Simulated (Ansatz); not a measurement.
ZnCdO$_{2}$:
```yaml
crystal:
  lattice:
    - [3.38052, 0.00000, 0.00000]
    - [-1.69026, 2.92761, 0.00000]
    - [0.00000, 0.00000, 5.62302]
  atoms:
    - { symbol: Zn, position: [0.00000, 0.00000, 0.99646] }
    - { symbol: Cd, position: [0.66667, 0.33333, 0.48920] }
    - { symbol: O, position: [0.66667, 0.33333, 0.09821] }
    - { symbol: O, position: [0.00000, 0.00000, 0.65213] }
```

Cartesian axes are those of the cell as given.

Question: Give the high-frequency dielectric tensor and the Born effective charge tensors of the independent atoms from DFPT, plane-wave PAW r²SCAN (Ansatz code).

Answer: 
ε∞:
```
5.99  0.00  0.00
0.00  5.99  0.00
0.00  0.00  6.13
```
Z* of atom 1 (Zn), rows: field, columns: displacement, in e:
```
2.21  0.00  0.00
0.00  2.21  0.00
0.00  0.00  2.25
```
Z* of atom 2 (Cd), rows: field, columns: displacement, in e:
```
2.20  0.00  0.00
0.00  2.20  0.00
0.00  0.00  2.38
```
Z* of atom 3 (O), rows: field, columns: displacement, in e:
```
-2.25   0.00   0.00
 0.00  -2.25   0.00
 0.00   0.00  -2.32
```
Z* of atom 4 (O), rows: field, columns: displacement, in e:
```
-2.17   0.00   0.00
 0.00  -2.17   0.00
 0.00   0.00  -2.30
```

Static charges for comparison (Bader): Zn1 +1.28, Cd2 +1.19, O3 -1.25, O4 -1.23 e. Born charges measure polarisation by displacement and can exceed these by far.

Space group P3m1. The workflow started from a Materials Project entry (that database holds measured and hypothetical structures alike); the Crystallography Open Database copy checked does not list it. Whether it is the stable phase at ambient conditions was not checked. Symmetry was held in the r²SCAN relaxation; of distortions, only those at the zone centre were tested. Scalar-relativistic: spin–orbit coupling is off unless named, which matters more the heavier the elements.

Potentials: the later of the program's two PAW sets.
